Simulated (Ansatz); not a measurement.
**Fe3Ge: do energies and stresses tell the same story?**

Computed with DFT r2SCAN, scalar-relativistic, plane waves, PAW (Ansatz 0.2.0).

Plane waves to 500 eV, a k mesh through Γ of 12×12×12 on the computed 4-atom cell and Gaussian smearing (0.10 eV); collinear spin from starting moments 3 3 3 -0.15 μB.

Relaxed cell: Pm-3m, a = 3.663 Å, b = 3.663 Å, c = 3.663 Å, α = 90.00°, β = 90.00°, γ = 90.00°, 4 atoms in the primitive cell. Whether it is the stable form of this composition wasn't checked.

Energies at zero smearing and pressures from the stress tensor, at volumes with shape and atoms relaxed:
```csv
V (Å³/atom),E − E(first) (meV/atom),P (GPa)
11.547,0.00,11.74
11.915,-19.72,5.42
12.284,-25.78,0.00
12.652,-20.41,-4.42
13.021,-6.10,-8.08
```

**Question.** Check P = −dE/dV between neighbouring volumes, and get the bulk modulus from the pressures alone.

**Answer.** With 1 eV/Å³ = 160.2 GPa:
| middle V (Å³/atom) | −ΔE/ΔV (GPa) | mean P (GPa) |
| --- | --- | --- |
| 11.731 | 8.574 | 8.577 |
| 12.100 | 2.633 | 2.709 |
| 12.468 | -2.332 | -2.208 |
| 12.837 | -6.224 | -6.249 |

The two differ by 0.12 GPa at most. The mean of two end pressures misses the average over a step by about ΔV² P″/12, up to 0.08 GPa here; with that taken off 0.07 GPa remains. The stress is the derivative of the free energy, not of the energy at zero smearing, and with free energies 0.01 GPa remains. Around V = 12.284 Å³/atom, the two neighbours give B = −V ΔP/ΔV = 12.284 × 9.83 / 0.737 = 163.9 GPa, against B0 = 162.2 GPa from the Birch–Murnaghan fit of the energies.

The state reached may not be the lowest one. Only parallel moments were tried here.

Only this magnetic start was tried.

Cost: 6 runs of about 11 core-minutes in all, on Arm Neoverse V2 (shared hosts).